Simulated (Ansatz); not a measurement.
**Property card for ZrTaS3**

Method: Ansatz 0.2.0, DFT PBE, scalar-relativistic, plane waves, PAW.

Cutoff 420 eV; k points 8×8×8 on the computed 5-atom cell (Γ-centred); Gaussian smearing, width 0.10 eV; collinear spin from starting moments 1.4 0.0 0.0 0.0 0.0 μB.

The structure is relaxed at this level of theory with its symmetry kept, and needn't be the ground state of this composition.

```cif
data_structure
_symmetry_space_group_name_H-M 'P 1'
_symmetry_Int_Tables_number 1
_cell_length_a 4.7337
_cell_length_b 4.7337
_cell_length_c 4.7337
_cell_angle_alpha 90.000
_cell_angle_beta 90.000
_cell_angle_gamma 90.000
_cell_volume 106.07
loop_
_atom_site_label
_atom_site_type_symbol
_atom_site_fract_x
_atom_site_fract_y
_atom_site_fract_z
_atom_site_occupancy
Zr1 Zr 0.00000 0.00000 0.00000 1
Ta1 Ta 0.50000 0.50000 0.50000 1
S1 S 0.50000 0.50000 0.00000 1
S2 S 0.00000 0.50000 0.50000 1
S3 S 0.50000 0.00000 0.50000 1
```

Q: Formation energy from the elements' standard states (uncorrected)?

A: -0.308 eV/atom.

Q: Kohn–Sham band gap?

A: none (metal).

Q: Density of states at the Fermi level?

A: 4.3 states/eV per cell.

Q: Orbital (Löwdin) character within 0.5 eV of the Fermi level?

A: Zr 4d 59 %, Ta 5d 22 %, S 3p 10 %.

Q: Bader charge by site (e)?

A: Zr (1 in the cell) 1.54, Ta (1 in the cell) 1.89, S (3 in the cell) -1.14.

Q: Total moment?

A: 1.76 μB per cell.

Q: Moment by site (μB)?

A: Zr1 1.29, Ta2 0.08.

Spin-orbit coupling is left out, which matters for the bands of heavy elements.

Only this magnetic start was tried.

The cell was found from a structure generator's guess, not taken from experiment. Löwdin shares on free-atom orbitals overweight diffuse shells.
